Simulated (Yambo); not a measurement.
Data:

```
YOF
1.0
    3.83227     0.00000     0.00000
    0.00000     3.83227     0.00000
    0.00000     0.00000     5.44666
O F Y
2 2 2
Cartesian
  0.00000   0.00000   2.72333
  1.91613   1.91613   2.72333
  1.91613   1.91613   0.00000
  0.00000   0.00000   0.00000
  1.91613   0.00000   3.87519
  0.00000   1.91613   1.57147
```

Workflow: norm-conserving PBEsol (Quantum ESPRESSO, 84 Ry, without SOC), then G0W0 in Yambo (4×4×2 Γ-centred k mesh, 156 bands and a 8 Ry block in the screening, 156 bands in G with the Bruneval-Gonze terminator, plasmon pole fitted at 27.2 eV).

Question: Give the PBEsol and G0W0 gaps between the band edges found on this mesh, and say where the edges lie.

Answer: Edges: (0.25, 0.25, -0.5) → Γ. PBEsol: 4.95 eV; G0W0: 6.62 eV. Nearest settings tried, and what they do to the gap: 7 Ry block (173 vectors against 229): -74 meV. Not varied: bands in G, bands in W, mesh. So the settings aren't converged at that level. 

Geometry of the Materials Project entry, not relaxed at this level.

The structure is a Materials Project entry; no match was found in the copy of COD used, and its stability was not checked.
